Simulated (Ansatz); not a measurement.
The end of the path is a generated cell of Ta2N: the first start was made by placing the elements on the sites of a structure type, and the end was not matched to a known phase here, so it may be hypothetical.

A geometry of Ta2N away from equilibrium: step 3 of the relaxation of a generated cell, Ta2N built in the Co2Si structure type. Method: r2SCAN (plane waves to 500 eV, PAW, scalar-relativistic; Ansatz, an electronic-structure program). Γ-centred k-mesh 5×7×4 on the run's cell, Fermi–Dirac smearing 0.05 eV. The plane waves were selected for a different cell earlier on the path.

```
CELL_PARAMETERS angstrom
      5.34704     0.00000     0.00000
      0.00000     3.74354     0.00000
      0.00000     0.00000     7.71553
ATOMIC_POSITIONS crystal
  Ta 0.51858 0.25000 0.80260
  Ta 0.01858 0.25000 0.69740
  Ta 0.48142 0.75000 0.19740
  Ta 0.98142 0.75000 0.30260
  Ta 0.15816 0.25000 0.04887
  Ta 0.65816 0.25000 0.45113
  Ta 0.84184 0.75000 0.95113
  Ta 0.34184 0.75000 0.54887
  N  0.68731 0.25000 0.13536
  N  0.18731 0.25000 0.36464
  N  0.31269 0.75000 0.86464
  N  0.81269 0.75000 0.63536
```

Q: Give the Cartesian forces on all atoms (eV/Å).

A: 
```
atom     Fx    Fy     Fz
----  -----  ----  -----
Ta1   -0.42  0.00   0.73
Ta2   -0.42  0.00  -0.73
Ta3    0.42  0.00  -0.73
Ta4    0.42  0.00   0.73
Ta5    0.25  0.00  -0.30
Ta6    0.25  0.00   0.30
Ta7   -0.25  0.00   0.30
Ta8   -0.25  0.00  -0.30
N9    -0.03  0.00   0.21
N10   -0.03  0.00  -0.21
N11    0.03  0.00  -0.21
N12    0.03  0.00   0.21
```

The path ends in Pnma (No. 62). No spin polarisation in the result.

The run could not lose the symmetry of its start: the end is stationary, and may be a saddle point rather than a minimum.
